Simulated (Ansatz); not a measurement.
ZrS3:
Space group P2₁/m (No. 11); a = 5.1849 Å, b = 3.6496 Å, c = 9.2478 Å, α = 90.00°, β = 97.43°, γ = 90.00°

| atom | site | symmetry | x | y | z |
|---|---|---|---|---|---|
| Zr | 2e | m | 0.7152 | 0.2500 | 0.3492 |
| S | 2e | m | 0.1257 | 0.2500 | 0.8223 |
| S | 2e | m | 0.2378 | 0.2500 | 0.4473 |
| S | 2e | m | 0.4758 | 0.7500 | 0.1783 |

Relaxed with r²SCAN.

Which orbitals make up the states near the band edges in the program Ansatz at the r²SCAN level (PAW)?

Top 1 eV of the valence band: S 3p 80 %, Zr 4d 17 %. Bottom 1 eV of the conduction band: Zr 4d 55 %, S 3p 36 %. Projections are on Löwdin-orthogonalised atomic valence shells; empty p or d shells of many metals are not among them.

Tabulate the density of states.

States/eV per cell of 8 atoms, in 0.25 eV bins, energy from the valence-band maximum.

```csv
E (eV),total,S 3p,Zr 4d,S 3s
-7.85,0.00,0.00,0.00,0.00
-7.60,0.00,0.00,0.00,0.00
-7.35,0.00,0.00,0.00,0.00
-7.10,0.00,0.00,0.00,0.00
-6.85,0.00,0.00,0.00,0.00
-6.60,0.00,0.00,0.00,0.00
-6.35,0.00,0.00,0.00,0.00
-6.10,0.00,0.00,0.00,0.00
-5.85,0.00,0.00,0.00,0.00
-5.60,0.24,0.19,0.02,0.02
-5.35,2.38,1.94,0.16,0.16
-5.10,3.31,2.68,0.22,0.22
-4.85,6.29,4.94,0.49,0.24
-4.60,5.21,4.12,0.44,0.26
-4.35,4.79,3.79,0.45,0.29
-4.10,5.45,4.30,0.62,0.30
-3.85,10.91,8.58,1.44,0.45
-3.60,9.87,7.58,1.62,0.36
-3.35,5.87,4.55,0.82,0.33
-3.10,3.35,2.68,0.41,0.17
-2.85,5.72,4.33,1.17,0.12
-2.60,4.43,3.38,0.89,0.08
-2.35,4.69,3.77,0.75,0.08
-2.10,3.97,3.32,0.51,0.06
-1.85,5.38,4.26,0.98,0.04
-1.60,6.65,5.37,1.07,0.05
-1.35,8.09,6.56,1.25,0.07
-1.10,5.40,4.39,0.83,0.04
-0.85,8.59,6.78,1.57,0.07
-0.60,8.40,6.70,1.47,0.09
-0.35,6.70,5.42,1.11,0.05
-0.10,2.32,1.95,0.32,0.01
0.15,0.00,0.00,0.00,0.00
0.40,0.00,0.00,0.00,0.00
0.65,0.00,0.00,0.00,0.00
0.90,0.00,0.00,0.00,0.00
1.15,0.00,0.00,0.00,0.00
1.40,0.00,0.00,0.00,0.00
1.65,0.49,0.07,0.36,0.00
1.90,1.49,0.35,1.00,0.02
2.15,2.96,0.93,1.80,0.07
2.40,3.75,1.90,1.51,0.14
2.65,3.29,1.54,1.47,0.10
2.90,2.87,1.02,1.62,0.07
3.15,3.39,0.93,2.16,0.09
3.40,7.15,1.65,4.60,0.33
3.65,8.23,2.09,5.22,0.35
3.90,9.23,1.93,6.49,0.29
4.15,9.16,2.82,5.53,0.33
4.40,5.00,1.66,2.73,0.21
4.65,6.11,2.09,3.21,0.24
4.90,6.58,2.07,3.68,0.21
5.15,9.18,3.05,4.99,0.28
5.40,5.44,1.93,2.74,0.19
5.65,4.55,1.77,1.98,0.26
5.90,4.67,2.04,1.86,0.32
6.15,2.28,1.25,0.56,0.17
```

Space group P2_1/m. The first step of the workflow began from a Materials Project structure, measured or hypothetical; the Crystallography Open Database copy checked does not list it. Whether it is the stable phase at ambient conditions was not checked. Symmetry was held in the r²SCAN relaxation; whether a distortion lowers the energy is not shown. No spin polarisation was allowed. A crystal of weakly bound layers computed without a dispersion correction: the cell and the soft elastic constants depend strongly on that. Scalar-relativistic: spin–orbit coupling is off unless named, which matters more the heavier the elements.

Potentials: the later of the program's two PAW sets.
